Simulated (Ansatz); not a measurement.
RuN₂:
```
RuN2
1.0
    4.06706     0.00000     0.00000
    0.00000     4.88757     0.00000
    0.00000     0.00000     2.70941
Ru N
2 4
Cartesian
  0.00000   0.00000   0.00000
  2.03353   2.44378   1.35471
  1.53879   4.44237   1.35471
  2.52827   0.44520   1.35471
  3.57232   2.88899   0.00000
  0.49474   1.99858   0.00000
```

This is the r²SCAN-relaxed structure.

All from r²SCAN (plane waves, PAW; program Ansatz), unless another level is named. Estimate the highest zone-centre frequency.

30.67 THz.

What about the bulk modulus (Birch–Murnaghan fit)?

300 GPa.

Space group Pnnm. The workflow started from a Materials Project entry (that database holds measured and hypothetical structures alike); the Crystallography Open Database copy checked does not list it. Its standing as an ambient phase is unchecked. Symmetry was held in the r²SCAN relaxation; whether a distortion lowers the energy is not shown. The run is not spin-polarised. Its formation energy is positive at this level, so the cell may be metastable or incomplete. As this level gives no gap, phonon frequencies hold no LO–TO term and depend on the k-mesh and smearing (Fermi–Dirac, 0.1 eV here).

Potentials: the later of the program's two PAW sets.
